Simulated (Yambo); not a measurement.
Yambo run on MgB₂C₂ (space group Pnnm, No. 58). The wavefunctions come from this Quantum ESPRESSO step (PBEsol, PseudoDojo standard norm-conserving files, scalar-relativistic):

```
&CONTROL
  calculation = 'nscf'
  pseudo_dir = './pseudo'
  outdir = './out'
/
&SYSTEM
  ibrav = 0
  nat = 10
  ntyp = 3
  ecutwfc = 84.0
  ecutrho = 336.0
  occupations = 'fixed'
  force_symmorphic = .true.
  nbnd = 140
/
&ELECTRONS
  conv_thr = 1e-08
  diago_full_acc = .true.
  diago_thr_init = 1e-08
/
ATOMIC_SPECIES
B 10.8100 B.upf
C 12.0110 C.upf
Mg 24.3050 Mg.upf
CELL_PARAMETERS angstrom
  4.614770000000   0.000000000000   0.000000000000
  0.000000000000   7.178870000000   0.000000000000
  0.000000000000   0.000000000000   2.765300000000
ATOMIC_POSITIONS crystal
B   0.883450000000   0.729630000000   0.500000000000
B   0.116550000000   0.270370000000   0.500000000000
B   0.383450000000   0.770370000000   0.000000000000
B   0.616550000000   0.229630000000   0.000000000000
C   0.785480000000   0.220340000000   0.500000000000
C   0.214520000000   0.779660000000   0.500000000000
C   0.285480000000   0.279660000000   0.000000000000
C   0.714520000000   0.720340000000   0.000000000000
Mg   0.500000000000   0.500000000000   0.500000000000
Mg   0.000000000000   0.000000000000   0.000000000000
K_POINTS automatic
4 2 4 0 0 0
```

Yambo input:

```
rim_cut
gw0
dyson
el_el_corr
HF_and_locXC
ppa
em1d
RandQpts= 1000000
RandGvec= 1 Ry
EXXRLvcs= 84 Ry
VXCRLvcs= 336 Ry
Chimod= "HARTREE"
% BndsRnXp
 9 | 139 |
%
NGsBlkXp= 7 Ry
% LongDrXp
 1.0 | 1.0 | 1.0 |
%
PPAPntXp= 27.2114 eV
% GbndRnge
 1 | 139 |
%
GTermKind= "BG"
DysSolver= "n"
ExtendOut
% QPkrange
 1 | 1 | 24 | 25 |
 2 | 2 | 24 | 25 |
 3 | 3 | 24 | 25 |
 6 | 6 | 24 | 25 |
 15 | 15 | 24 | 25 |
 16 | 16 | 24 | 25 |
 18 | 18 | 24 | 25 |
%
```

k points by index: 1 = Γ, 2 = (0, 0, 0.25), 3 = (0, 0, -0.5), 6 = (0, -0.5, -0.5), 15 = (-0.5, 0, -0.5), 16 = (-0.5, -0.5, 0), 18 = (-0.5, -0.5, -0.5).

The o-*.qp file then holds:

```
#    K-point    Band    Eo [eV]    E [eV]    E-Eo [eV]    Vxc [eV]    Vnlxc [eV]    Sc|Eo [eV]    Sc|E [eV]    dSc/dw|Eo [eV]    Re(Z)    Im(Z)
#
    1    24    0.000000    -0.254674    -0.254674    -15.19095    -17.68888    2.177027    2.243260    -7.074457    0.793660    -0.001274
    1    25    1.744410    2.149566    0.405156    -12.76698    -9.411671    -2.848386    -2.950155    -6.833852    0.799269    -0.001296
    2    24    -0.921254    -1.144342    -0.223088    -13.31390    -15.00054    1.404978    1.463557    -7.142885    0.792079    -0.001333
    2    25    1.233940    1.626510    0.392570    -11.06171    -7.016512    -3.556882    -3.652627    -6.635107    0.803963    -0.001288
    3    24    -0.997180    -1.241084    -0.243904    -13.35773    -15.16347    1.497082    1.561844    -7.222991    0.790237    -0.001329
    3    25    2.304397    2.790646    0.486249    -11.20114    -6.441407    -4.152900    -4.273485    -6.746620    0.801322    -0.001307
    6    24    -1.875439    -2.174753    -0.299314    -12.35571    -14.24958    1.515549    1.594559    -7.180746    0.791206    -0.001590
    6    25    2.072485    2.534283    0.461799    -11.64863    -7.369517    -3.702387    -3.817318    -6.770839    0.800751    -0.001291
    15    24    -1.273136    -1.547103    -0.273967    -13.05801    -14.96985    1.565321    1.637866    -7.203141    0.790692    -0.001485
    15    25    1.612425    2.059351    0.446926    -11.20175    -6.809168    -3.837125    -3.945652    -6.606200    0.804650    -0.001302
    16    24    -2.065748    -2.500744    -0.434996    -15.04591    -18.81011    3.208524    3.329209    -7.547661    0.782856    -0.001213
    16    25    4.601664    5.240098    0.638434    -11.76013    -6.405667    -4.559539    -4.716028    -6.676231    0.802797    0.012408
    18    24    -1.669300    -1.992099    -0.322800    -12.80302    -14.98117    1.769087    1.855355    -7.270403    0.789150    -0.001282
    18    25    1.496225    1.915206    0.418981    -11.02363    -6.816084    -3.687786    -3.788564    -6.543677    0.806140    -0.001269
```
(The two width columns are left out.) Convergence of these settings isn't established.

Geometry of the Materials Project entry, not relaxed at this level.

The structure is a Materials Project entry; no match was found in the copy of COD used, and its stability was not checked.
